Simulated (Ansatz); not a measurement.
## FeC₂S₂N₂ — electric field gradients

The cell is an entry of the Crystallography Open Database (COD), its atoms then relaxed with PBE in this cell.

Space group C2/m (No. 12); a = 10.6300, b = 3.7420, c = 6.1680 Å, β = 105.04°.

| site | Wyckoff | site symmetry | x | y | z |
| --- | --- | --- | --- | --- | --- |
| Fe | 2a | 2/m | 0.0000 | 0.0000 | 0.0000 |
| C | 4i | m | 0.7636 | 0.0000 | 0.2142 |
| S | 4i | m | 0.6203 | 0.0000 | 0.2691 |
| N | 4i | m | 0.8647 | 0.0000 | 0.1687 |

One atom of each set is listed; the run and its k-mesh use a cell of 7 atoms with edges of 5.63, 5.63, 6.17 Å.

Level of theory: DFT, PBE, plane waves and PAW, scalar-relativistic, collinear spin, 420 eV cutoff, Γ-centred 9×9×6 k-points, Fermi–Dirac smearing 0.05 eV (Ansatz 0.2.0). Start moments as typed (μB): 4 on each Fe, none on the rest.

Conventions: |V_zz| ≥ |V_yy| ≥ |V_xx|, η = (V_xx − V_yy)/V_zz, C_Q = eQV_zz/h.

³³S: I = 3/2, Q = -69.40 mb; N-14: I = 1, Q = 20.44 mb. Nuclear quadrupole moments: year-2017 set (Pyykkö).

Question: What field gradients does the calculation give at each kind of site?

Answer: 

```json
{"site": "Fe", "atoms": "1", "first shell": "2 N at 1.98 Å, 4 S at 2.61 Å", "V_zz (10²¹ V/m²)": "-9.73", "η": "0.81", "C_Q (MHz)": "–"}
{"site": "C", "atoms": "2", "first shell": "1 N at 1.18 Å, 1 S at 1.64 Å, angle 178°; also 3 Fe at 3.13–3.34 Å", "V_zz (10²¹ V/m²)": "-2.62", "η": "0.21", "C_Q (MHz)": "–"}
{"site": "S", "atoms": "2", "first shell": "1 C at 1.64 Å; also 2 Fe at 2.61 Å", "V_zz (10²¹ V/m²)": "19.89", "η": "0.09", "C_Q (MHz)": "-33.4"}
{"site": "N", "atoms": "2", "first shell": "1 C at 1.18 Å, 1 Fe at 1.98 Å, angle 163°", "V_zz (10²¹ V/m²)": "-2.93", "η": "0.10", "C_Q (MHz)": "-1.45"}
```

At C V_zz points along the shorter of its two bonds, to N (within 3°). At S V_zz points along its bond to C (within 7°). At N V_zz points along the shorter of its two bonds, to C (within 7°).

Fe, C have no stable isotope with a ground-state quadrupole moment in the table, so no C_Q is given.

The run finds no gap above 0.1 eV (a metal, or nearly one), so the gradients can move by 10 % or more with the k-mesh. Semilocal functionals can leave a metal where correlation in the d or f shell opens a gap in the real compound, and that would change the values at and beside Fe. With these PAW files V_zz is typically within 2 to 3 % of all-electron values, but misses above 10 % occur on Fe. All moments are parallel here, as the start or the cell imposes; many such compounds order antiparallel, where fields and spin densities carried over to other atoms largely cancel. The magnetic order is the one that the run reached from its start moments, not necessarily the measured one.
